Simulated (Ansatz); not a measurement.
**K-39 nuclear quadrupole resonance in KCaF3**

Cell: a Materials Project structure (computed, not necessarily an observed phase), taken as it stands.

```cif
data_KCaF3
_symmetry_space_group_name_H-M 'Pnma'
_symmetry_Int_Tables_number 62
_cell_length_a 6.2206
_cell_length_b 8.7158
_cell_length_c 6.1278
_cell_angle_alpha 90.000
_cell_angle_beta 90.000
_cell_angle_gamma 90.000
loop_
_atom_site_label
_atom_site_type_symbol
_atom_site_symmetry_multiplicity
_atom_site_Wyckoff_symbol
_atom_site_fract_x
_atom_site_fract_y
_atom_site_fract_z
K K 4 c 0.0397 0.2500 0.4912
Ca Ca 4 a 0.0000 0.0000 0.0000
F9 F 8 d 0.2919 0.4570 0.2067
F17 F 4 c 0.9715 0.2500 0.9183
```

One atom of each set is listed.

The numbers come from a DFT calculation in Ansatz (PBE, plane waves and PAW, scalar-relativistic, 420 eV cutoff, Γ-centred 4×3×4 k-points, Fermi–Dirac smearing 0.02 eV).

K-39: I = 3/2, Q = 60.30 mb (year-2017 value). Static lattice, zero field.

(1) At which frequencies do the K-39 NQR lines lie?

(2) And for 41K (I = 3/2, Q = 73.40 mb) on K?

Answers

(1) For I = 3/2 there is one line, ν = (|C_Q|/2)(1 + η²/3)^½.

| site | atoms | V_zz (10²¹ V/m²) | C_Q (MHz) | η | line frequencies (MHz) |
| --- | --- | --- | --- | --- | --- |
| K | 4 | -1.17 | -1.71 | 0.35 | 0.873 |

(2) C_Q scales with Q to -2.08 MHz, with lines at 1.06 MHz.
